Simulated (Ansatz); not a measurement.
Ba (fcc (Cu type), Fm-3m) at seven volumes, DFT-r²SCAN in the program Ansatz with PAW potentials, scaled uniformly. One row is withheld.

| V (Å³/atom) | P (GPa) |
|---|---|
| 61.102 | 0.78 |
| 63.116 | ? |
| 65.131 | 0.24 |
| 67.145 | 0.00 |
| 69.159 | -0.21 |
| 71.174 | -0.41 |
| 73.188 | -0.59 |

**Question.** Fit the shown pressures and predict the withheld one.

**Answer.** P = (3/2)B₀(x^(7/2) − x^(5/2))[1 + (3/4)(B′ − 4)(x − 1)] with x = (V₀/V)^(2/3). Least squares on the six rows gives V₀ = 67.171 Å³/atom, B₀ = 7.5 GPa, B′ = 2.04. At V = 63.116, x = 1.0424 and P = 0.50 GPa. The run itself gave 0.49 GPa.

A made-up cell: these elements were put on the sites of a structure type; the Crystallography Open Database copy checked does not list it. It is not the phase usual at ambient conditions (space group No. 229). Symmetry was held in the r²SCAN relaxation. At this level the phase is mechanically unstable. Scalar-relativistic: spin–orbit coupling is off unless named, which matters more the heavier the elements.

Potentials: the later of the program's two PAW sets.
